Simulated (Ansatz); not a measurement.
An Ansatz (an electronic-structure program) run. Input:

Ansatz 0.2 input:
```yaml
crystal:
  lattice:
    - [0.0, 2.2956104075, 2.2956104075]
    - [2.2956104075, 0.0, 2.2956104075]
    - [2.2956104075, 2.2956104075, 0.0]
  atoms:
    - { symbol: Sc, position: [0.0, 0.0, 0.0] }
    - { symbol: C, position: [0.5, 0.5, 0.5] }
kpoints:
  mp_grid: { grid: [15, 15, 15] }
hamiltonian:
  xc: lda
  pseudopotentials: { kind: paw }
scf:
  occupations: { method: fermi_dirac, width: 0.1 }
phonons:
  method: dfpt
  response_accuracy: low
  eigenvectors: true
  rigid_motions: translations
```

Output (shortened):

```
Pseudopotential: Sc, paw, valence charge 11
Pseudopotential: C, paw, valence charge 4
Functional definition: SPW92
Crystal: 2 atoms, lattice volume = 24.195 Å³
Basis set: ecut = 420 eV, 459 PW (Γ), exchange–correlation on 48×48×48 points (8 copies of the dense FFT grid, shifted against one another)
Bands: 12, of which v1, the nominal top of the filled ones, is band 8 counted from 1 (7 counted from 0)
Symmetry: 48 space group operations
k-points: 288 of 3375 (irreducible under 8 space group operations, time reversal used)
SCF iter   1: F=—  HF=-2332.463993 eV  |F-HF|=—  |Δ(HF+E_count)|=         —  Δρ=5.84e-3  dr2=7.01e-3  ethr=1.77e-3  ⟨swp⟩=4.1  Hψ=16713  notcnv=0
preconditioner: auto → none
SCF iter   2: F=—  HF=-2332.462109 eV  |F-HF|=—  |Δ(HF+E_count)|=   1.88e-3  Δρ=3.50e-3  dr2=2.89e-3  ethr=4.67e-5  ⟨swp⟩=1.0  Hψ=5760  notcnv=0
SCF iter   3: F=—  HF=-2332.461477 eV  |F-HF|=—  |Δ(HF+E_count)|=   6.31e-4  Δρ=3.42e-4  dr2=1.11e-5  ethr=1.93e-5  ⟨swp⟩=2.0  Hψ=4376  notcnv=0
SCF iter   4: F=—  HF=-2332.461474 eV  |F-HF|=—  |Δ(HF+E_count)|=   3.17e-6  Δρ=5.92e-5  dr2=7.56e-7  ethr=7.38e-8  ⟨swp⟩=2.5  Hψ=5525  notcnv=0
SCF iter   5: F=—  HF=-2332.461476 eV  |F-HF|=—  |Δ(HF+E_count)|=   1.30e-6  Δρ=7.04e-6  dr2=7.89e-9  ethr=5.04e-9  ⟨swp⟩=2.0  Hψ=4159  notcnv=0
SCF iter   6: F=—  HF=-2332.461476 eV  |F-HF|=—  |Δ(HF+E_count)|=   1.91e-9  Δρ=6.26e-7  dr2=5.94e-11  ethr=5.26e-11  ⟨swp⟩=2.4  Hψ=5182  notcnv=0
SCF iter   7: F=-2332.461476 eV  HF=-2332.461476 eV  |F-HF|=9.09e-13  |Δ(HF+E_count)|=  2.73e-12  Δρ=7.13e-8  dr2=1.20e-12  ethr=1.00e-12  ⟨swp⟩=5.0  Hψ=11787  notcnv=0
SCF 1 converged in 7 iterations: F = -2332.461476 eV  dr2 = 1.20e-12
DFPT response loops at Γ: preconditioner auto → Kerker (q_TF=auto, 2.519 Å⁻¹) (partly filled bands, converged f_vac=0.000) …
SCF converged after 7 iterations
Free energy (F): -2332.461476 eV
Harris-Foulkes:  -2332.461476 eV  (|F-HF|=9.09e-13)
Internal energy: -2332.417251 eV  (E = F + TS)
E sigma→0 (E₀):  -2332.439363 eV
Entropy (-TS):   -0.044225 eV (-22.112 meV/atom)
Fermi energy:    10.873467 eV
--- Per-component energies (eV) ---
  E_band       = -107.258828
  E_kinetic    = 350.670989
  E_local      = -758.209818  (includes V_loc(G=0)·N_el)
  E_nonlocal   = 112.850008
  E_hartree    = 250.065200
  E_xc         = -152.272119
  E_vxc        = -189.752259  (∫ρ·V_xc dr)
  E_paw        = -1000.497505  (= ΣΔE_a)
  E_vpaw       = -122.948169  (= ΣTr[D̂ρ^β])
  E_aug_tail   = 0.000016  (compensation charges beyond the density's cutoff)
  E_ewald      = -1135.391778
  E_core_change = 0.367755  (= ΣΔE_core)
  E_smearing   = -0.044225  (= −TS)
  E_closure    = 0.000000  (closes the sum)
  Σ components = -2332.461476   (vs F -2332.461476, Δ=0.00e0)
  [band-id]    e_kinetic+e_local+e_nonlocal+2·e_hartree+e_vxc+e_vpaw+e_augmentation_tail = -107.258833   (vs E_band -107.258828, Δ=-4.70e-6)
--- Band table (eV; the first three rows and the last of 288) ---
  k-point 0: bands = ["-35.8384", "-14.5623", "-14.5623", "-14.5623", "0.5872", "13.1251", "13.1251", "13.1251", "13.9750", "13.9750", "13.9750", "15.1886"]
  k-point 1: bands = ["-35.8350", "-14.5886", "-14.5645", "-14.5645", "0.6770", "12.5679", "12.7127", "12.7127", "14.1228", "14.1228", "14.3123", "15.6010"]
  k-point 2: bands = ["-35.8253", "-14.6623", "-14.5708", "-14.5708", "0.9383", "11.5920", "12.0057", "12.0057", "14.3897", "14.3897", "14.7215", "16.4750"]
  k-point 287: bands = ["-35.7323", "-14.9167", "-14.8960", "-14.7548", "2.8946", "9.4013", "9.4728", "9.9721", "15.3591", "15.8172", "17.0752", "18.1947"]
--- Phonons (Γ-DFPT): 2 representative perturbations + reference, on 288 of 3375 k-points (Σ response iterations 6) ---
  ASR residual: 7.702e-5 → 0.000e0 eV/Å²; symmetrization residual: 3.373e-6 eV/Å²
  ASR residual per site (eV/Å²): 7.70e-5 1.28e-5
  Γ frequencies (cm⁻¹): 0.00 0.00 0.00 447.13 447.13 447.13
  non-analytic LO–TO correction: not included (Born effective charges unavailable; polar crystals: no LO–TO splitting at Γ)
```

Cost: very roughly 24 core-seconds on shared cores.

Space group Fm-3m (rock salt). The workflow started from a Materials Project entry (that database holds measured and hypothetical structures alike); the Crystallography Open Database copy checked does not list it. Its standing as an ambient phase is unchecked. The cell was relaxed with LDA under the symmetry of its start; of distortions, only those at the zone centre were tested. No spin polarisation was allowed. As this level gives no gap, phonon frequencies hold no LO–TO term and depend on the k-mesh and smearing (Fermi–Dirac, 0.1 eV here).

Potentials: the later of the program's two PAW sets.

Ansatz is a plane-wave DFT program.
